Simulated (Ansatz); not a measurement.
# AlRu: from a starting cell to a relaxed one

The start is a relaxed AlRu cell with every coordinate shifted by Gaussian noise of σ = 0.45 Å. The structure is fully relaxed (lattice and positions, P = 0) with PBEsol (plane waves to 420 eV, PAW, scalar-relativistic; Ansatz, a program for electronic structure). The first steps use a coarse 11×11×11 k-mesh.

Initial structure:
```
CELL_PARAMETERS angstrom
      2.97633     0.00000     0.00000
      0.00000     2.97633     0.00000
      0.00000     0.00000     2.97633
ATOMIC_POSITIONS crystal
  Al 0.99623 0.01663 0.06505
  Ru 0.43591 0.18727 0.58307
```

Problem. How large is the pressure on the unrelaxed cell, and of which sign?

Solution. +59.4 GPa (positive: the cell is compressed).

Problem. Which atoms feel the largest initial force, and how large is it?

Solution. 7.68 eV/Å, on Al1, Ru2 (atoms numbered as listed).

Problem. How do the shortest distances between atoms change?

Solution. The closest pairs of elements (up to four, under 3.6 Å), start → end: Al–Ru 2.01 → 2.58 Å; Al–Al 2.98 → 2.98 Å; Ru–Ru 2.98 → 2.98 Å.

Relaxed structure:

```cif
data_AlRu
_chemical_formula_sum 'Al1 Ru1'
_space_group_name_H-M_alt 'Pm-3m'
_space_group_IT_number 221
_space_group_name_Hall '-P 4 2 3'
_cell_length_a 2.97631
_cell_length_b 2.97631
_cell_length_c 2.97631
_cell_angle_alpha 90.000
_cell_angle_beta 90.000
_cell_angle_gamma 90.000
loop_
_atom_site_label
_atom_site_type_symbol
_atom_site_symmetry_multiplicity
_atom_site_Wyckoff_symbol
_atom_site_fract_x
_atom_site_fract_y
_atom_site_fract_z
_atom_site_occupancy
Al1 Al 1 a 0.00000 0.00000 0.00000 1
Ru1 Ru 1 b 0.50000 0.50000 0.50000 1
```

Final values are on a 16×16×16 k-mesh of the relaxed cell. No spin polarisation in the result.
